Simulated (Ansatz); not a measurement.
Below is a relaxed structure of Na₂VRhC₆N₆. The cell was found from a structure generator's guess, not taken from experiment.

Level of theory: Ansatz 0.2.0, DFT PBE, scalar-relativistic, plane waves, PAW. Cutoff 420 eV, Γ-centred mesh, Gaussian smearing, collinear spin.

```yaml
crystal:
  lattice:
    - [0.00000, 5.20728, 5.20728]
    - [5.20728, 0.00000, 5.20728]
    - [5.20728, 5.20728, 0.00000]
  atoms:
    - { symbol: Na, position: [0.25000, 0.25000, 0.25000] }
    - { symbol: Na, position: [0.75000, 0.75000, 0.75000] }
    - { symbol: V, position: [0.00000, 0.00000, 0.00000] }
    - { symbol: Rh, position: [0.50000, 0.50000, 0.50000] }
    - { symbol: C, position: [0.80358, 0.19642, 0.19642] }
    - { symbol: C, position: [0.19642, 0.80358, 0.19642] }
    - { symbol: C, position: [0.19642, 0.19642, 0.80358] }
    - { symbol: C, position: [0.19642, 0.80358, 0.80358] }
    - { symbol: C, position: [0.80358, 0.19642, 0.80358] }
    - { symbol: C, position: [0.80358, 0.80358, 0.19642] }
    - { symbol: N, position: [0.68985, 0.31015, 0.31015] }
    - { symbol: N, position: [0.31015, 0.68985, 0.31015] }
    - { symbol: N, position: [0.31015, 0.31015, 0.68985] }
    - { symbol: N, position: [0.31015, 0.68985, 0.68985] }
    - { symbol: N, position: [0.68985, 0.31015, 0.68985] }
    - { symbol: N, position: [0.68985, 0.68985, 0.31015] }
```

The zero of energy is the elements' standard structures at the same level (N₂ as a molecule); no fitted shifts are applied.

Q: What space group does it have?

A: Fm-3m (No. 225). Conventional cell: a = 10.415 Å. Na has 12 C at 3.72 Å and 12 N at 3.74 Å (long against covalent radii, as for large ions); around V lie 6 C at 2.05 Å; Rh is surrounded by 6 N at 1.98 Å; C is surrounded by 1 N at 1.18 Å, 1 V at 2.05 Å, 4 C at 2.89 Å, 1 Rh at 3.16 Å, 4 Na at 3.72 Å, 4 N at 3.73 Å and 4 N at 3.82 Å; N has 1 C at 1.18 Å, 1 Rh at 1.98 Å, 4 N at 2.80 Å, 1 V at 3.23 Å, 4 C at 3.73 Å, 4 Na at 3.74 Å and 4 C at 3.82 Å.

Q: What is its formation energy per atom?

A: +0.20 eV/atom. The separate elements lie lower, so it is unstable against them.

Q: Is it a metal?

A: Yes, bands cross the Fermi level on the 6×6×6 mesh.

Q: Which magnetic moments does it keep?

A: 0.13 μB per atom net, the space between the atoms included; by site: V 1.0 μB.

Q: From what recipe could a structure generator have reached it?

A: One such recipe: cyanide-bridged rock-salt net of two metals, 2 guest cations a cell (Fm-3m, No. 225). Other recipes can lead to the same cell.

The last run used collinear spin, a 6×6×6 mesh for its 16-atom cell and Gaussian smearing of 0.10 eV. The reference form of C is held partly by dispersion forces, which this level lacks. The magnetic state reached may not be the lowest. A structure relaxed within its symmetry needn't be a true minimum.
